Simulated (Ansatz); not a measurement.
TiC in space group P6_3/mmc (No. 194; Ti on 2c, C on 2d) at seven volumes, r²SCAN (plane waves, PAW; program Ansatz), shape and atoms relaxed at each. One row is withheld.

| V (Å³/atom) | P (GPa) |
|---|---|
| 10.975 | 23.05 |
| 11.337 | 14.21 |
| 11.699 | ? |
| 12.060 | 0.00 |
| 12.422 | -5.67 |
| 12.784 | -10.57 |
| 13.146 | -14.78 |

Question: Fit the shown pressures and predict the withheld one.

Answer: P = (3/2)B₀(x^(7/2) − x^(5/2))[1 + (3/4)(B′ − 4)(x − 1)] with x = (V₀/V)^(2/3). Least squares on the six rows gives V₀ = 12.060 Å³/atom, B₀ = 203 GPa, B′ = 3.93. At V = 11.699, x = 1.0205 and P = 6.55 GPa. The run itself gave 6.58 GPa.

The start of the workflow was typed in or built on a structure type; neither database checked (COD, Materials Project) lists it. It is not the phase usual at ambient conditions (space group No. 225). Symmetry was held in the r²SCAN relaxation; its stability against distortions is not shown here. The run is not spin-polarised. The volume moved by -16 % from the start of the relaxation.

Potentials: the earlier of the program's two PAW sets.
